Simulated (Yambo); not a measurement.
Yambo run on Rb2KScF6 (space group Fm-3m, No. 225). The wavefunctions are norm-conserving LDA (Quantum ESPRESSO, 84 Ry, scalar-relativistic) ones on a 2×2×2 mesh (40 occupied bands); a = 6.5046 Å, b = 6.5046 Å, c = 6.5046 Å, α = 60.00°, β = 60.00°, γ = 60.00°.

Yambo input:

```
rim_cut
gw0
dyson
el_el_corr
HF_and_locXC
cohsex
em1s
RandQpts= 1000000
RandGvec= 1 Ry
EXXRLvcs= 84 Ry
VXCRLvcs= 336 Ry
Chimod= "HARTREE"
% BndsRnXs
 2 | 284 |
%
NGsBlkXs= 7 Ry
% LongDrXs
 1.0 | 1.0 | 1.0 |
%
ExtendOut
% QPkrange
 1 | 1 | 40 | 41 |
%
```

k points by index: 1 = Γ.

The o-*.qp file then holds:

```
#    K-point    Band    Eo [eV]    E [eV]    E-Eo [eV]    Vxc [eV]    Vnlxc [eV]    Sc|Eo [eV]    Re(Z)    Im(Z)
#
    1    40    0.000000    -4.122318    -4.122318    -22.07475    -29.85404    3.656968    1.000000    0.000000
    1    41    6.004404    6.993578    0.989174    -8.486081    -3.891104    -3.605803    1.000000    0.000000
```
(The two width columns are left out.) Convergence of these settings isn't established.

Geometry of the Materials Project entry, not relaxed at this level.

The structure is a Materials Project entry; no match was found in the copy of COD used, and its stability was not checked.
